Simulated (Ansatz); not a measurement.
Total density of states per atom from the program Ansatz at the r²SCAN level (PAW), in 0.25 eV bins, energy from the Fermi level:

```tsv
E (eV)	states/eV/atom
-7.85	4.77
-7.60	7.00
-7.35	4.20
-7.10	0.93
-6.85	0.26
-6.60	0.19
-6.35	0.23
-6.10	0.24
-5.85	0.15
-5.60	0.23
-5.35	0.17
-5.10	0.23
-4.85	0.25
-4.60	0.19
-4.35	0.30
-4.10	0.25
-3.85	0.35
-3.60	0.34
-3.35	0.26
-3.10	0.32
-2.85	0.30
-2.60	0.35
-2.35	0.48
-2.10	0.52
-1.85	0.47
-1.60	0.42
-1.35	0.54
-1.10	0.38
-0.85	0.32
-0.60	0.41
-0.35	0.25
-0.10	0.14
0.15	0.41
0.40	0.43
0.65	0.47
0.90	0.40
1.15	0.47
1.40	0.22
1.65	0.29
1.90	0.54
2.15	0.69
2.40	0.49
2.65	0.46
2.90	0.51
3.15	0.32
3.40	0.49
3.65	0.47
3.90	0.49
4.15	0.50
4.40	0.19
4.65	0.48
4.90	0.56
```

### Question
Pick the material that matches.
A. BaZrO3, cubic perovskite
B. Zr6Zn23Si, Fm-3m (Pearson symbol cF120)
C. ZnGeAs2, chalcopyrite
D. Zr5Ge3, P6_3/mcm (Zr on 6g, Zr on 4d, Ge on 6g)

### Answer
B, Zr6Zn23Si, Fm-3m (Pearson symbol cF120). Within 0.5 eV of the Fermi level: Zr 4d 60 %, Zn 4s 6 %, Zr 5s 6 %, outside the projected shells 24 %. Projections are on Löwdin-orthogonalised atomic valence shells; empty p or d shells of many metals are not among them.

The first step of the workflow began from a Materials Project structure, measured or hypothetical; the Crystallography Open Database copy checked does not list it. Its standing as an ambient phase is unchecked. Symmetry was held in the r²SCAN relaxation; its stability against distortions is not shown here. The run is not spin-polarised. Spin–orbit coupling is left out wherever it is not named.

Potentials: the later of the program's two PAW sets.
